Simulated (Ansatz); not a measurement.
A trial cell of RbTe₂ went into the relaxation workflow.

The guess for RbTe₂ was made by a generator: species swapped into a sheet modelled on a layer of MgCl2, with Te on the Cl sites and Rb on the Mg sites. The dimensions are guesses.

This is a two-dimensional sheet: the third axis spans vacuum and isn't periodic.

```yaml
crystal:
  periodic: [true, true, false]
  lattice:
    - [5.79501, 0.00000, 0.00000]
    - [0.00000, 5.79501, 0.00000]
    - [0.00000, 0.00000, 18.00000]
  atoms:
    - { symbol: Rb, position: [0.50000, 0.50000, 0.50000] }
    - { symbol: Te, position: [0.00000, 0.50000, 0.60894] }
    - { symbol: Te, position: [0.50000, 0.00000, 0.39106] }
```

Level of theory: DFT PBE, scalar-relativistic, plane waves, PAW (Ansatz 0.2.0).

Input of the final relaxation:

```yaml
crystal:
  lattice:
    - [5.7849948709, 0.0, 0.0]
    - [0.0, 5.7849948709, 0.0]
    - [0.0, 0.0, 31.64342008]
  atoms:
    - { symbol: Rb, position: [0.5, 0.5, 0.2844193193] }
    - { symbol: Te, position: [0.0, 0.5, 0.3536731725] }
    - { symbol: Te, position: [0.5, 0.0, 0.2151654661] }
  periodic: [true, true, false]
basis:
  ecutwfc: 420
kpoints:
  mp_grid: { grid: [8, 8, 1] }
hamiltonian:
  xc: pbe
scf:
  occupations: { method: gaussian, width: 0.1 }
output:
  forces: true
  stress: true
  eigenvalues: true
  write_density: true
  write_potential: true
  elf: true
  volumetric_format: npy
relax:
  adjacent_minimum: "off"
  f_tol: 0.01
  max_steps: 80
  cell: { stress_2d_tol: 0.02 }
```

```bash
ansatz run input.yaml --threads 1 --pin off --max-ram 2048MiB --backend cpu --events-out ev --progress --plain --runs-dir out
```

Last lines of the log:

```
       -1.224917       0.000000       0.000000
        0.000000      -1.224917       0.000000
        0.000000       0.000000       0.000000
  P = ½ c Tr σ = -1.2249 N/m
--- Band table (eV; the first three rows and the last of 15) ---
  k-point 0: bands = ["-41.8703", "-41.8703", "-41.8670", "-41.8670", "-41.7558", "-41.7558", "-41.7105", "-41.7105", "-41.6828", "-41.6828", "-32.5071", "-16.7173", "-16.6132", "-16.6132", "-15.4629", "-15.2952", "-6.7631", "-6.3915", "-6.1608", "-6.1608", "-6.0411", "-6.0411", "-2.7328", "-1.6436"
  k-point 1: bands = ["-41.8703", "-41.8703", "-41.8671", "-41.8671", "-41.7558", "-41.7558", "-41.7105", "-41.7105", "-41.6828", "-41.6828", "-32.5068", "-16.7128", "-16.6255", "-16.6125", "-15.4478", "-15.2941", "-6.7300", "-6.3994", "-6.2801", "-6.1892", "-6.1473", "-6.0298", "-2.5804", "-1.4800"
  k-point 2: bands = ["-41.8703", "-41.8702", "-41.8671", "-41.8671", "-41.7558", "-41.7558", "-41.7105", "-41.7105", "-41.6828", "-41.6828", "-32.5063", "-16.7069", "-16.6494", "-16.6107", "-15.4095", "-15.2941", "-6.7053", "-6.5414", "-6.5051", "-6.3427", "-6.1143", "-6.0024", "-2.2345", "-1.1371"
  k-point 14: bands = ["-41.8701", "-41.8701", "-41.8671", "-41.8671", "-41.7558", "-41.7558", "-41.7105", "-41.7105", "-41.6827", "-41.6827", "-32.5038", "-16.7154", "-16.7154", "-16.5921", "-15.2769", "-15.2769", "-6.9234", "-6.7841", "-6.6851", "-6.6566", "-6.2658", "-6.2658", "-1.5123", "-1.3508
  the weakly bound empty levels are not read free of the cell's end (walk_step)
End of that report.
Error: this geometry's ions and any external_charges that add to its thickness leave 10.20 Å inside the cut of a slab, less than keeps its energies, forces and levels apart from the length of the vector that does not repeat. The run stands on 31.6 Å: of a walk, start a new run from the last geometry
```

Question: What happened?

Answer: The program stopped on purpose. The sheet grew thicker as it relaxed, so half the box height, where the images are cut off, exceeded its thickness by only 10.20 Å, too little to keep the results free of the box's height. A new run from the last geometry lets the program choose a taller box. It had made 5 ionic steps, with the energy down by 0.113 eV/atom and the largest force component at 0.058 eV/Å. No property of the compound can be read from it.

It took 8.3 min on 1 thread of Arm Neoverse N1 (shared host), peak memory 1 GiB.
